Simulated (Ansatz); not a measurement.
**HgPt: enthalpy against pressure**

HgPt, P4/mmm, a = 2.977 Å, c = 3.872 Å. The structure is a COD entry; whether it is the stable form wasn't checked. Ansatz: PBEsol, PAW, 420 eV, Γ-centred 14×14×12 mesh on 2 atoms, Gaussian smearing 0.10 eV; no spin polarisation. Cell and atoms are relaxed at each pressure, and no other structure is tried, so the rows at high pressure may lie past a change of phase. y is the enthalpy over the state at zero pressure; there V0 = 17.158 Å³/atom. The pressures are the targets, met within 0.03 GPa.

| P (GPa) | y (eV/atom) |
| --- | --- |
| -3.0 | -0.3241 |
| 0.0 | 0.0000 |
| 3.0 | 0.3186 |
| 8.0 | 0.8391 |
| 15.0 | 1.5484 |
| 30.0 | ? |
| 60.0 | 5.7449 |

Fit y = c1 P + c2 P² + c3 P³ to the other rows, say what c1 and c2 mean, and predict the missing value.

Least squares on the rows shown. y = 0.10706 P − 0.00027906 P² + 1.5077×10⁻⁶ P³. Since dH/dP = V, c1 is V0: 0.10706 eV/GPa × 160.2 = 17.151 Å³ against 17.158; c2 = −V0/(2B0) gives B0 = 192 GPa, where a Birch–Murnaghan fit to the volumes of the same runs (not shown) gives 178 GPa: a cubic over this range folds the higher terms into c2. At P = 30.0 the fit asked for gives 3.0014 eV/atom. The run gave 3.0078 eV/atom, so the fit is 0.0064 eV/atom too low, 0.11 % of the span of the series, against an rms of 0.0003 eV/atom on the fitted rows. With a term in P⁴ added, a fit to the same known rows predicts 3.0101 eV/atom, so most of the miss is curvature that the known rows already hold.

The mesh isn't the same in all rows (14×14×12, 16×16×12). Spin–orbit coupling is left out, which can shift energies with elements as heavy as these.